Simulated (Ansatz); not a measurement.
Starting cell, PbS (rock salt):

```yaml
crystal:
  lattice:
    - [0.00000, 5.97499, 5.97499]
    - [2.98749, 0.00000, 2.98749]
    - [2.98749, 2.98749, 0.00000]
  atoms:
    - { symbol: S, position: [0.00000, 0.00000, 0.00000] }
    - { symbol: S, position: [0.50000, 0.00000, 0.00000] }
    - { symbol: Pb, position: [0.25000, 0.50000, 0.50000] }
    - { symbol: Pb, position: [0.75000, 0.50000, 0.50000] }
```

A phonon eigenvector at L = (0.5, 0.0, 0.0) is frozen into this cell: atom i moves by Q times the vector below, so Q is the largest atomic displacement, in Å. The cell is held. It is one choice among 2 degenerate patterns. (q is in reciprocal vectors of the primitive cell; the cell shown is doubled to hold the pattern.)

```
atom       x       y       z
----  ------  ------  ------
Pb3    0.285  -0.520   0.805
Pb4   -0.285   0.520  -0.805
```

Atoms not listed stay in place.

Level of theory: r2SCAN (plane waves to 500 eV, PAW, scalar-relativistic; Ansatz, a program for electronic structure). k mesh 5×10×10 (Γ-centred), Fermi-Dirac smearing 0.05 eV. The energy includes the smearing's −TS. PbS was relaxed with its symmetry unable to fall. Spin-orbit coupling is left out, though Pb is heavy. The PAW data are Ansatz's earlier set. ΔE is measured from the undisplaced structure.

The scan covers Q from -0.180 to 0.180 Å in 13 points.

Which space group does the distorted structure have?

P-1 (No. 2), lowered from Fm-3m.

What is the energy change at Q = 0.180 Å?

59.6 meV/cell.

What harmonic wavenumber does the curvature at Q = 0 give?

49 cm⁻¹.

(A displaced cell: forces are minus the slopes of the energy, force constants its curvatures, and phonons follow from these.)
